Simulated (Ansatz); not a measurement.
Crystals of one structure type (wurtzite) and one family of elements, relaxed and computed with DFT-PBEsol in the program Ansatz with PAW potentials; HSE06 gaps on those cells.

| crystal | gap (eV) | HSE06 gap (eV) |
|---|---|---|
| GaAs | 0.43 | 1.40 |
| BP | 0.83 | 1.65 |
| BAs | 1.02 | ? |
| GaN | 1.88 | 3.19 |
| AlN | 4.10 | 5.54 |
| BN | 4.96 | 6.51 |

### Question
Fit a straight line to E_g(HSE06) against E_g and predict the withheld value.

### Answer
Least squares on the 5 shown rows: E_g(HSE06) = 1.143 × E_g + (0.869), with a scatter of 0.11. For BAs this gives 2.03. The run itself gave 1.76, a miss of 0.27, well beyond the scatter: the line misses something about this case.

Not the usual ambient phase: GaAs, wurtzite; BP, wurtzite; BAs, wurtzite. All cells were relaxed under the symmetry of their starts (and spin orders); stability against distortions was not tested throughout. Scalar-relativistic: spin–orbit coupling is off unless named, which matters more the heavier the elements.

Potentials: the earlier of the program's two PAW sets. The files were generated under PBE; for other functionals the program regenerates the frozen cores, and for LDA and PBEsol the local potential too.
